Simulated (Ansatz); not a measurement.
## 4 guesses for Ta₄Rh and where they end

Method: DFT PBE, scalar-relativistic, plane waves, PAW in Ansatz 0.2.0. Settings: cutoff 420 eV, Γ-centred meshes spaced at most about 0.3 Å⁻¹, and about 0.25 Å⁻¹ or finer for metals (2π included), Gaussian smearing. No spin polarisation in the final relaxations.

Each guess was relaxed in cell and atoms at zero pressure, within the symmetry of its start. These are static total energies at zero pressure. Coordination counts all near atoms (those within 1.25 times the shortest distance at each site; a plus sign parts nearer from farther groups; a slash parts the counts of unlike sites).

| guess | made from | start group | V start (Å³/atom) | end group | V end (Å³/atom) | coordination at the end | gap on mesh (eV) | E over the lowest end (meV/atom) |
| --- | --- | --- | --- | --- | --- | --- | --- | --- |
| 1 | Co4H type | P-3m1 | 14.4 | P-3m1 | 17.7 | Ta 12, Rh 12 | 0 | 0 |
| 2 | MnGa4 type | Im-3m | 15.8 | ? | ? | ? | ? | ? |
| 3 | OsCl4 type | Cmmm | 15.6 | Cmmm | 19.5 | Ta 1+7/8, Rh 8 | 0 | 378 |
| 4 | Ni4N type | Pm-3m | 16.4 | Pm-3m | 21.5 | Ta 2/12+8, Rh 6 | 0 | 1166 |

Guess 2 as it starts:

```cif
data_structure
_symmetry_space_group_name_H-M 'P 1'
_symmetry_Int_Tables_number 1
_cell_length_a 4.6782
_cell_length_b 4.6782
_cell_length_c 4.6782
_cell_angle_alpha 109.471
_cell_angle_beta 109.471
_cell_angle_gamma 109.471
_cell_volume 78.82
loop_
_atom_site_label
_atom_site_type_symbol
_atom_site_fract_x
_atom_site_fract_y
_atom_site_fract_z
_atom_site_occupancy
Ta1 Ta 0.00000 0.00000 0.50000 1
Ta2 Ta 0.00000 0.50000 0.00000 1
Ta3 Ta 0.50000 0.00000 0.00000 1
Ta4 Ta 0.50000 0.50000 0.50000 1
Rh1 Rh 0.00000 0.00000 0.00000 1
```

Task: Fill in the missing row: what does this guess relax into, and where does it rank?

Result: It ends in space group Im-3m (No. 229), with a = 5.955 Å, 21.1 Å³/atom and no gap. It lies 0.81 eV/atom over the lowest end, above guess 3 and below guess 4. Counting all near atoms, this end has Ta 2+6, Rh 8 and the lowest (guess 1) has Ta 12, Rh 12.

```
Ta Rh
1.0
    -2.97740    2.97740    2.97740
     2.97740   -2.97740    2.97740
     2.97740    2.97740   -2.97740
Ta Rh
4 1
Cartesian
  1.4887 1.4887 -1.4887
  1.4887 -1.4887 1.4887
  -1.4887 1.4887 1.4887
  1.4887 1.4887 1.4887
  0.0000 0.0000 0.0000
```

Formation energies are uncorrected and refer to the elements' standard structures at the same level.

Task: Is the lowest end bound against the elements?

Result: No: its formation energy is +0.04 eV/atom. The separate elements lie lower, so it is unstable against them.

Spin–orbit coupling, which can matter for Ta, is left out. Cells relaxed within their symmetry can be saddle points. A lower structure may well exist outside this small set. Some types were kept out of the candidates beforehand, so the set may lack a known form.
